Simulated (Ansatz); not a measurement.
**Ba₆LiNb₂IrCl₂O₁₂ — O-17 NMR of the central transition**

Cell: a Materials Project structure (computed, not necessarily an observed phase), taken as it stands.

Space group Cm (No. 8); a = 10.8807, b = 5.8459, c = 15.2538 Å, β = 92.97°.

```
site  Wyckoff  site symmetry       x       y       z
 Ba1       2a              m  0.6729  0.0000  0.3688
 Ba2       2a              m  0.6700  0.0000  0.7874
 Ba3       2a              m  0.3187  0.0000  0.6375
 Ba4       2a              m  0.3590  0.0000  0.9194
 Ba5       2a              m  0.7013  0.0000  0.0393
 Ba6       2a              m  0.2943  0.0000  0.2162
  Li       2a              m  0.5342  0.0000  0.1707
 Nb8       2a              m  0.0020  0.0000  0.8146
 Nb9       2a              m  0.9865  0.0000  0.1846
  Ir       2a              m  0.0023  0.0000  0.0026
Cl11       2a              m  0.3260  0.0000  0.4247
Cl12       2a              m  0.6690  0.0000  0.5794
 O13       4b              1  0.5748  0.2658  0.9161
 O14       4b              1  0.4178  0.2512  0.7574
 O15       4b              1  0.5751  0.2541  0.2482
 O17       2a              m  0.1552  0.0000  0.7576
 O18       4b              1  0.4308  0.7463  0.0898
 O19       2a              m  0.8330  0.0000  0.2399
 O21       2a              m  0.1506  0.0000  0.0892
 O24       2a              m  0.8494  0.0000  0.9104
```

One atom of each set is listed; the run and its k-mesh use a cell of 24 atoms with edges of 6.18, 6.18, 15.25 Å.

All values are calculated (Ansatz; DFT, r2SCAN, plane waves and PAW, scalar-relativistic, 500 eV cutoff, Γ-centred 5×5×2 k-points, Fermi–Dirac smearing 0.02 eV), not measured.

O-17 has I = 5/2 and Q = -25.58 mb (Pyykkö 2018); at 18.8 T its Larmor frequency is ν₀ = 108.6 MHz. Only the quadrupole interaction is simulated: positions count from each site's isotropic chemical shift, and J coupling is left out, as are shift anisotropy and dipolar coupling, which fast spinning averages.

(1) What does the O-17 spectrum (fast magic-angle spinning) show for each site?

Results:

(1) 

```csv
site,first shell,C_Q (MHz),η,P_Q (MHz),δ_QIS (ppm),breadth (kHz)
O13,"1 Ir at 2.09 Å, 1 Nb at 2.18 Å, angle 84°; also 3 Ba at 2.75–2.82 Å",-5.24,0.37,5.36,-14.6,3.67
O14,1 Nb at 1.91 Å; also 4 Ba at 2.54–3.12 Å,1.32,0.57,1.39,-0.981,0.247
O15,"1 Li at 1.94 Å, 1 Nb at 1.96 Å, angle 100°; also 2 Ba at 2.55–2.85 Å",-1.23,0.72,1.34,-0.910,0.226
O17,1 Nb at 1.92 Å; also 4 Ba at 2.62–3.23 Å,-0.825,0.91,0.932,-0.442,0.107
O18,"1 Nb at 2.11 Å, 1 Ir at 2.13 Å, 1 Li at 2.20 Å; also 3 Ba at 2.90–3.06 Å",-4.96,0.18,4.99,-12.7,3.09
O19,1 Nb at 1.91 Å; also 4 Ba at 2.69–3.31 Å,0.846,0.77,0.927,-0.437,0.108
O21,"1 Ir at 2.03 Å, 1 Nb at 2.36 Å, 1 Ba at 2.43 Å; also 2 Ba at 3.08 Å",-4.60,0.47,4.77,-11.6,2.92
O24,"1 Ir at 2.12 Å, 1 Nb at 2.27 Å; also 4 Ba at 2.61–2.93 Å",-4.24,0.44,4.38,-9.76,2.46
```

δ_QIS = −(ν_Q²/30ν₀²)[I(I+1) − 3/4](1 + η²/3) × 10⁶ ppm with ν_Q = 3|C_Q|/[2I(2I−1)]; it falls as 1/B₀² in ppm, and the breadth as 1/B₀ in kHz.

At O21 V_zz points along its shortest bond, to Ir (within 3°). At O24 V_zz points along the shorter of its two bonds, to Ir (within 2°).

The largest force is 0.9 eV/Å, so the atoms aren't at the calculated equilibrium and relaxing them would move these values. Without spin–orbit coupling the gradients at and beside Ir can be off by some per cent, at some sites by more.
